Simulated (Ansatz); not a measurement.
## Cs$_{2}$Ba$_{3}$In$_{2}$, a known structure type with other elements, at an estimated volume

```yaml
crystal:
  lattice:
    - [0.00000, 0.00000, 5.65443]
    - [4.96682, 0.00000, 0.00000]
    - [2.48341, 11.15426, -2.82721]
  atoms:
    - { symbol: In, position: [0.43780, 0.06220, 0.87560] }
    - { symbol: In, position: [0.56220, 0.93780, 0.12440] }
    - { symbol: Cs, position: [0.36290, 0.63710, 0.72580] }
    - { symbol: Cs, position: [0.63710, 0.36290, 0.27420] }
    - { symbol: Ba, position: [0.00000, 0.50000, 0.00000] }
    - { symbol: Ba, position: [0.18290, 0.81710, 0.36580] }
    - { symbol: Ba, position: [0.81710, 0.18290, 0.63420] }
```

Single point in Ansatz 0.2.0 with PBE, no spin polarisation. Cutoff 420 eV, PAW datasets, 5×5×5 Γ-centred k mesh, cold filling (width 0.0122 eV).

Question: Is there a gap?

Answer: It is a metal, with about 9.1 states/eV a cell as the mean within 0.25 eV of the Fermi level.

Question: What does the stress say?

Answer: The pressure is 4.0 GPa (compression positive), so with the atoms held at these fractions the cell would first expand; the forces are large, so a full relaxation may end otherwise. The principal stresses 0.4, 4.0, 7.4 GPa differ, so its shape would change too.

Question: What do density and ELF say about some of the short contacts?

Answer: In–In at 2.78 Å: least valence density 0.28 e/Å³ and ELF 0.32 there. In–Cs at 2.99 Å: least valence density 0.22 e/Å³ and ELF 0.19 there. Ba–Cs at 3.90 Å: least valence density 0.05 e/Å³ and ELF 0.03 there. These are pseudo-fields; inside the PAW spheres they differ from the all-electron ones.

Question: What is the formation energy?

Answer: 0.35 eV an atom against the elements' usual phases (free molecules for gases, crystals otherwise, with no correction for O₂ or N₂), so at this geometry it isn't bound against them. Relaxing would lower it.

Question: Which element gives electrons and which takes them?

Answer: Bader charges in e: Cs +0.13, Ba +0.32 to +0.98, In -0.95. In the mean Ba gives up most and In takes most.

Question: Where is the largest force?

Answer: The largest is on Cs3 (and as large on other atoms): 1.66 eV/Å, components (0.00, -1.66, 0.00). It makes 124° with the line to a nearest neighbour, In1 at 2.99 Å.

Origin: a known structure type with other elements, at an estimated volume, so it need not be a known compound. Caveats: many states at the Fermi level without spin polarisation, so a magnetic state may lie lower; atoms or cell far from equilibrium.
